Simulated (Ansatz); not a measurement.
A crystal of cell content C6H12N2O2 at more than one level of theory

Plane-wave PAW calculations in Ansatz, scalar-relativistic unless spin-orbit coupling is named; Γ-centred meshes, relaxations with the symmetry kept. Pressure is positive in compression. No spin polarisation at the first level.

Plane waves to 420 eV, a k mesh through Γ of 4×4×4 on the computed 22-atom cell and Gaussian smearing (0.02 eV); no spin polarisation.

Structure relaxed with PBE+D3(BJ):

```
H C N O
1.0
     5.08195    0.04698   -0.01903
     1.44038    5.33412    0.05212
     0.35031    2.48910    6.52585
H C N O
12 6 2 2
Direct
  0.72822 0.73080 0.97346
  0.27178 0.26920 0.02654
  0.64534 0.04327 0.76734
  0.35466 0.95673 0.23266
  0.12092 0.08198 0.78739
  0.87908 0.91802 0.21261
  0.21892 0.75848 0.98097
  0.78108 0.24152 0.01903
  0.75826 0.54772 0.51872
  0.24174 0.45228 0.48128
  0.50536 0.70051 0.65250
  0.49464 0.29949 0.34750
  0.90147 0.71773 0.69300
  0.09853 0.28227 0.30700
  0.81506 0.86294 0.84207
  0.18494 0.13706 0.15793
  0.04534 0.93882 0.91808
  0.95466 0.06118 0.08192
  0.70464 0.65810 0.61300
  0.29536 0.34190 0.38700
  0.14644 0.65242 0.64922
  0.85356 0.34758 0.35078
```

```
     level cell cutoff (eV) k mesh primitive cell V (Å³/atom) P (GPa; residual where relaxed) gap on mesh (eV)
PBE+D3(BJ) relaxed          420   4×4×4  a = 5.08 Å, b = 5.53 Å, c = 6.99 Å, α = 68.56°, β = 87.14°, γ = 74.36°          8.0                             0.00              4.38
       PBE  relaxed          420   4×4×4  a = 5.18 Å, b = 6.04 Å, c = 7.14 Å, α = 74.82°, β = 89.26°, γ = 76.94°          9.5                             0.01              4.42
```

The volumes differ by 19 %: in a crystal of weakly bound units the cell follows the treatment of dispersion, and a level without it swells.

The start is a cell measured at 273 K (doi:10.1039/b200436d), with 8.27 Å³ an atom; a static calculation leaves out thermal expansion, so the difference isn't the functional's error alone.

Cost: 2 runs of about 12 core-minutes in all, on Arm Neoverse V2 (shared hosts).